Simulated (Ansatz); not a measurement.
## Calculated ³⁷Cl NMR of the central transition for Ca7H12Cl2

Cell: a Materials Project structure (computed, not necessarily an observed phase), atoms as given.

Space group P-6 (No. 174); a = 9.3152, c = 3.6719 Å, γ = 120.00°.

```
site  Wyckoff  site symmetry       x       y       z
 Ca1       1f           -6..  0.6667  0.3333  0.5000
 Ca2       3k            m..  0.0777  0.4386  0.5000
 Ca5       3j            m..  0.7814  0.0514  0.0000
  H8       3k            m..  0.3913  0.1759  0.5000
 H10       3k            m..  0.3021  0.3921  0.5000
 H14       3j            m..  0.5649  0.1182  0.0000
 H15       3j            m..  0.0575  0.2854  0.0000
Cl20       1b           -6..  0.0000  0.0000  0.5000
Cl21       1c           -6..  0.3333  0.6667  0.0000
```

One atom of each set is listed.

Computed with Ansatz: DFT, PBE, plane waves and PAW, scalar-relativistic, 420 eV cutoff, Γ-centred 4×4×8 k-points, Fermi–Dirac smearing 0.05 eV.

³⁷Cl has I = 3/2 and Q = -63.93 mb (Pyykkö 2018); at 23.5 T its Larmor frequency is ν₀ = 81.7 MHz. Only the quadrupole interaction is simulated: positions count from each site's isotropic chemical shift, and J coupling is left out, as are shift anisotropy and dipolar coupling, which fast spinning averages.

Problem. Simulate the second-order pattern (fast magic-angle spinning, Gaussian broadening 0.2 kHz) of site Cl21 (6 Ca at 2.91 Å).

Solution. The calculation gives C_Q = -2.24 MHz and η = 0.00, so ν_Q = 1.12 MHz and the centre of gravity lies at -18.8 ppm (-1.53 kHz).

```
offset (kHz)  height
      -4.000       0
      -3.906       1
      -3.812       3
      -3.718       5
      -3.624       5
      -3.530       5
      -3.436       6
      -3.342       6
      -3.248       6
      -3.154       6
      -3.060       6
      -2.966       6
      -2.872       6
      -2.778       7
      -2.684       7
      -2.590      10
      -2.496      28
      -2.402      65
      -2.309      78
      -2.215      63
      -2.121      52
      -2.027      46
      -1.933      43
      -1.839      41
      -1.745      40
      -1.651      39
      -1.557      39
      -1.463      39
      -1.369      40
      -1.275      41
      -1.181      43
      -1.087      45
      -0.993      49
      -0.899      54
      -0.805      64
      -0.711      83
      -0.618     100
      -0.524      72
      -0.430      22
      -0.336       2
```

An axis of threefold or higher order runs through Cl21, so V_zz lies along it and η is zero.
